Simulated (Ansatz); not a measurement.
These are results of DFT PBE, scalar-relativistic, plane waves, PAW (Ansatz), not measurements. All cells share a 420 eV cutoff and Γ-centred k meshes spaced at most about 0.3 Å⁻¹ (about 0.25 or finer for metals, 2π included). Collinear spin in cells that started with moments and kept them past the coarse steps, no spin elsewhere.

These are static total energies at zero pressure.

Two relaxed structures of WBr2F2:

1. (site moments W 1.6 μB)

```xyz
5
Lattice="4.1667 0.0000 0.0000 -2.0834 3.6085 0.0000 0.0000 0.0000 6.3614" Properties=species:S:1:pos:R:3 pbc="T T T"
W     0.0000    0.0000    0.0000
Br    0.0000    2.4056    1.1497
Br    2.0834    1.2028    5.2117
F     2.0834    1.2028    1.8780
F     0.0000    2.4056    4.4834
```

2. (site moments W 1.3 μB)

```xyz
5
Lattice="4.3894 0.0000 0.0000 -2.1947 3.8014 0.0000 0.0000 0.0000 5.2158" Properties=species:S:1:pos:R:3 pbc="T T T"
W     2.1947    1.2671    0.0000
Br    2.1947    1.2671    2.6079
Br    0.0000    2.5342    0.0000
F     0.0000    0.0000    4.0817
F     0.0000    0.0000    1.1340
```

Question: Which is lower in energy, and by how much?

Answer: Cell 2 is lower, by 120 meV/atom. Cell 1 has space group P-3m1 (No. 164), 19.1 Å³/atom and no gap on its mesh; cell 2 has space group P-6m2 (No. 187), 17.4 Å³/atom and no gap. Counting Br or F atoms around W (for each partner element, those within 1.25 times its shortest distance or 1.15 times the sum of covalent radii, where it is the nearest in units of that sum or under 1.3; a plus sign parts groups by distance over the sum of covalent radii), cell 1 has W 6 and cell 2 has W 5+6. In cell 1, W has 6 Br at 2.67 Å and 6 F at 3.05 Å; around Br lie 3 F at 2.51 Å and 3 W at 2.67 Å; F has 3 Br at 2.51 Å, 1 Br at 3.03 Å and 3 W at 3.05 Å. In cell 2, W is surrounded by 5 Br at 2.53–2.61 Å and 6 F at 2.78 Å; Br on its first site is surrounded by 2 W at 2.61 Å and 6 F at 2.93 Å; around F lie 1 F at 2.27 Å, 3 W at 2.78 Å, 6 Br at 2.78–2.93 Å and 1 F at 2.95 Å; 1 more site not described. Both come from invented guesses. A third cell relaxed alike, in P-3m1, lies 221 meV/atom below the lower of the two.

Weakly bound directions are ill-defined at this level, which has no dispersion term (P-3m1), and this can change margins and order among such cells. Spin–orbit coupling, which can matter for W, is left out. The magnetic state reached may not be the lowest. Cells relaxed within their symmetry can be saddle points. Some types were kept out of the candidates beforehand, so the set may lack a known form.
